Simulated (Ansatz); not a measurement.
# Is this Cd5Se3S2 structure a true minimum?

It was reached by relaxing an invented guess, and it needn't be the stable form of this composition.

The calculation used DFT PBE, scalar-relativistic, plane waves, PAW in Ansatz 0.2.0. Plane waves to 420 eV, a k mesh through Γ of 12×12×12 on the computed 10-atom cell and Gaussian smearing (0.02 eV); no spin polarisation.

The cell below (10 atoms, space group R3m (No. 160)) is relaxed within its symmetry.

```
CELL_PARAMETERS angstrom
2.15125 1.24202 17.59428
-2.15125 1.24202 17.59428
0.00000 -2.48405 17.59428
ATOMIC_POSITIONS crystal
Cd 0.00213 0.00213 0.00213
Cd 0.59993 0.59993 0.59993
Cd 0.19781 0.19781 0.19781
Cd 0.80107 0.80107 0.80107
Cd 0.39886 0.39886 0.39886
Se 0.95130 0.95130 0.95130
Se 0.54923 0.54923 0.54923
Se 0.75026 0.75026 0.75026
S 0.14918 0.14918 0.14918
S 0.35024 0.35024 0.35024
```

For the test it was strained at random (σ = 1.5 % a component), the atoms were moved at random (σ = 0.10 Å), and all was relaxed again on a coarse 6×6×6 mesh (in the run’s order of axes) with 0.10 eV smearing, with no symmetry imposed.

Question: Is the structure stable against such a distortion?

Answer: It returns, within 1 meV/atom of the unmoved cell on that mesh and with the same symmetry when read at 0.1 Å (P1 at 0.01 Å, so small strains and shifts remain). No instability shows in this cell; modes of other wave vectors, which need another repeat, aren't tested.
